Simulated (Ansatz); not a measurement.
What internal relaxation does to the elastic constants of Ti$_{2}$TeO

Method: DFT PBE, scalar-relativistic, plane waves, PAW (Ansatz 0.2.0). Plane waves to 420 eV; Γ-centred k mesh 15×15×8; Fermi-Dirac smearing of 0.15 eV. No spin polarisation.

Relaxed structure:
```
Ti Te O
1.0
     3.32263    0.00000    0.00000
    -1.66131    2.87748    0.00000
     0.00000    0.00000    6.37688
Ti Te O
2 1 1
Direct
  0.33333 0.66667 0.34288
  0.66667 0.33333 0.65712
  0.00000 0.00000 0.00000
  0.00000 0.00000 0.50000
```

The cell was built by swapping an element in a database structure (itself possibly hypothetical) and relaxing; it need not be the stable form of this composition. In a metal, frequencies and elastic constants depend on the k mesh and the smearing, soft modes and shear constants most. Spin polarisation was left out, and a magnetic state may lie lower. Spin–orbit coupling is left out, which matters for heavy elements. A semilocal functional can close a gap that the real compound has.

Clamped-ion constants (GPa, Voigt order; atoms follow the strain homogeneously):
```
219.5  72.2  80.0  -7.0   0.0   0.0
 72.2 219.5  80.0   7.0   0.0   0.0
 80.0  80.0 257.5   0.0   0.0   0.0
 -7.0   7.0   0.0  64.4   0.0   0.0
  0.0   0.0   0.0   0.0  64.4  -7.0
  0.0   0.0   0.0   0.0  -7.0  73.7
```

Question: What are the constants once the atoms relax in each strained cell?

Answer:
```
204.6  58.3  78.7  -7.9   0.0   0.0
 58.3 204.6  78.7   7.9   0.0   0.0
 78.7  78.7 257.4   0.0   0.0   0.0
 -7.9   7.9   0.0  62.9   0.0   0.0
  0.0   0.0   0.0   0.0  62.9  -7.9
  0.0   0.0   0.0   0.0  -7.9  73.1
```
The Voigt shear modulus goes from 71.4 to 69.8 GPa and the Voigt bulk modulus from 129.0 to 122.0 GPa. Relaxation subtracts ΛᵀK⁻¹Λ/V, with Λ the forces that a strain puts on the atoms and K the zone-centre force constants. At a stable cell this can only lower the diagonal constants, and it acts only for strains that share their symmetry with an optical mode; elsewhere, and where the coupling is weak, the constants hardly move.